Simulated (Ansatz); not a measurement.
The relaxed structure here is a generated cell of BaTe2: the first start was made by placing the elements on the sites of a structure type, and the end was not matched to a known phase here, so it may be hypothetical.

Relaxation of a generated cell, BaTe2 built in the AFLOW prototype A2B_tP6_129_ac_c (C38, as in Cu2Sb); 6 atoms in the cell, which starts as P4/nmm, origin choice 1 (No. 129), tP6; a = b = 5.3962 Å, c = 8.2338 Å, α = β = γ = 90.00°. Level of theory: PBE (plane waves to 420 eV, PAW, scalar-relativistic; Ansatz, a program for electronic structure). Γ-centred k-mesh 5×5×3 on the run's cell (coarser than for final values), Fermi–Dirac smearing 0.05 eV. This is the first round of the run. 

The optimiser's lines from the output (shortened; P is positive under compression):

```
relax step   1: F+E_penalty+E_count = -39823.43701277 eV  Δ(F+E_penalty+E_count) = +0.000e0 eV  max|allowed force component| = 1.221e0 eV/Å  Δτ_max = 0.0000 Å  P = -1.298 GPa  Ω = 239.757 Å³  (8 SCF iters, dr2 threshold 1.00e-7 eV, accepted)
relax step   2: F+E_penalty+E_count = -39824.10119716 eV  Δ(F+E_penalty+E_count) = -6.642e-1 eV  max|allowed force component| = 6.770e-1 eV/Å  Δτ_max = 0.1965 Å  P = -1.309 GPa  Ω = 233.612 Å³  (6 SCF iters, dr2 threshold 6.00e-7 eV, accepted)
relax step   3: F+E_penalty+E_count = -39824.82371589 eV  Δ(F+E_penalty+E_count) = -7.225e-1 eV  max|allowed force component| = 1.311e-1 eV/Å  Δτ_max = 0.1950 Å  P = -0.444 GPa  Ω = 222.242 Å³  (7 SCF iters, dr2 threshold 6.00e-7 eV, accepted)
relax step   4: F+E_penalty+E_count = -39825.14244136 eV  Δ(F+E_penalty+E_count) = -3.187e-1 eV  max|allowed force component| = 9.193e-2 eV/Å  Δτ_max = 0.0824 Å  P = +0.677 GPa  Ω = 215.250 Å³  (9 SCF iters, dr2 threshold 6.00e-7 eV, accepted)
relax step   5: F+E_penalty+E_count = -39825.23038274 eV  Δ(F+E_penalty+E_count) = -8.794e-2 eV  max|allowed force component| = 1.771e-1 eV/Å  Δτ_max = 0.0828 Å  P = +0.009 GPa  Ω = 221.591 Å³  (9 SCF iters, dr2 threshold 6.00e-7 eV, accepted)
relax step   6: F+E_penalty+E_count = -39825.28853309 eV  Δ(F+E_penalty+E_count) = -5.815e-2 eV  max|allowed force component| = 1.766e-1 eV/Å  Δτ_max = 0.0830 Å  P = +0.049 GPa  Ω = 222.143 Å³  (9 SCF iters, dr2 threshold 6.00e-7 eV, accepted)
relax step   7: F+E_penalty+E_count = -39825.32668103 eV  Δ(F+E_penalty+E_count) = -3.815e-2 eV  max|allowed force component| = 8.280e-2 eV/Å  Δτ_max = 0.1585 Å  P = -0.281 GPa  Ω = 223.828 Å³  (8 SCF iters, dr2 threshold 6.00e-7 eV, accepted)
relax step   8: F+E_penalty+E_count = -39825.33703647 eV  Δ(F+E_penalty+E_count) = -1.036e-2 eV  max|allowed force component| = 4.184e-2 eV/Å  Δτ_max = 0.0106 Å  P = -0.057 GPa  Ω = 222.256 Å³  (7 SCF iters, dr2 threshold 6.00e-7 eV, accepted)
relax step   9: F+E_penalty+E_count = -39825.33875186 eV  Δ(F+E_penalty+E_count) = -1.715e-3 eV  max|allowed force component| = 1.325e-2 eV/Å  Δτ_max = 0.0313 Å  P = +0.015 GPa  Ω = 221.425 Å³  (8 SCF iters, dr2 threshold 1.09e-7 eV, accepted)
relax step  10: F+E_penalty+E_count = -39825.33895718 eV  Δ(F+E_penalty+E_count) = -2.053e-4 eV  max|allowed force component| = 5.622e-4 eV/Å  Δτ_max = 0.0091 Å  P = -0.003 GPa  Ω = 221.635 Å³  (8 SCF iters, dr2 threshold 1.10e-8 eV, accepted)
relax step  11: F+E_penalty+E_count = -39825.38656301 eV  Δ(F+E_penalty+E_count) = -4.761e-2 eV  max|allowed force component| = 3.158e-3 eV/Å  Δτ_max = 0.0000 Å  P = +0.363 GPa  Ω = 221.635 Å³  stress off target by 1.04e0 GPa  SCF on the basis re-selected at this cell (its energy is not comparable with the rows above)  (9 SCF iters)
relax step  12: F+E_penalty+E_count = -39825.40713547 eV  Δ(F+E_penalty+E_count) = -2.057e-2 eV  max|allowed force component| = 8.873e-3 eV/Å  Δτ_max = 0.0393 Å  P = +0.169 GPa  Ω = 223.673 Å³  (7 SCF iters, dr2 threshold 6.00e-7 eV, accepted)
relax step  13: F+E_penalty+E_count = -39825.41418346 eV  Δ(F+E_penalty+E_count) = -7.048e-3 eV  max|allowed force component| = 2.731e-2 eV/Å  Δτ_max = 0.0342 Å  P = +0.012 GPa  Ω = 225.501 Å³  (7 SCF iters, dr2 threshold 6.00e-7 eV, accepted)
relax step  14: F+E_penalty+E_count = -39825.41458712 eV  Δ(F+E_penalty+E_count) = -4.037e-4 eV  max|allowed force component| = 2.527e-3 eV/Å  Δτ_max = 0.0092 Å  P = +0.027 GPa  Ω = 225.655 Å³  (9 SCF iters, dr2 threshold 4.66e-8 eV, accepted)
relax step  15: F+E_penalty+E_count = -39825.41458766 eV  Δ(F+E_penalty+E_count) = -5.478e-7 eV  max|allowed force component| = 2.104e-4 eV/Å  Δτ_max = 0.0005 Å  P = -0.003 GPa  Ω = 225.852 Å³  (7 SCF iters, dr2 threshold 2.85e-9 eV, accepted)
relax step  16: F+E_penalty+E_count = -39825.41493714 eV  Δ(F+E_penalty+E_count) = -3.495e-4 eV  max|allowed force component| = 2.154e-4 eV/Å  Δτ_max = 0.0000 Å  P = -0.004 GPa  Ω = 225.852 Å³  stress off target by 4.80e-3 GPa  SCF on the basis re-selected at this cell (its energy is not comparable with the rows above)  (7 SCF iters)
```

From the first to the last row the energy changes by -0.33 eV/atom and the volume by -5.8 %. The last row is marked as not comparable with the walk above it, whose basis was carried along; it does compare with step 1, since both stand on a basis selected at the nominal cutoff for their own cell.

Energy and pressure jump between steps 10 and 11 at one geometry, where the plane-wave basis was selected anew. While the cell walks, the set of plane waves is carried along, so its effective cutoff drifts with the strain; re-selecting it at 420 eV moved the energy by -0.008 eV/atom and the pressure by 0.4 GPa. Only step 1 and rows on a re-selected basis compare with each other.

Later rounds, restarted from the end of this one on a renewed k-mesh, logged 4 more steps and released under 0.01 eV/atom more. The final structure after all rounds: P4/nmm, origin choice 1 (No. 129), tP6; a = b = 4.6404 Å, c = 10.4685 Å, α = β = γ = 90.00°. Between re-selections the logged energies stand on a plane-wave basis carried along with the cell. No spin polarisation in the result.

The run could not lose the symmetry of its start, so the end can be a saddle point.
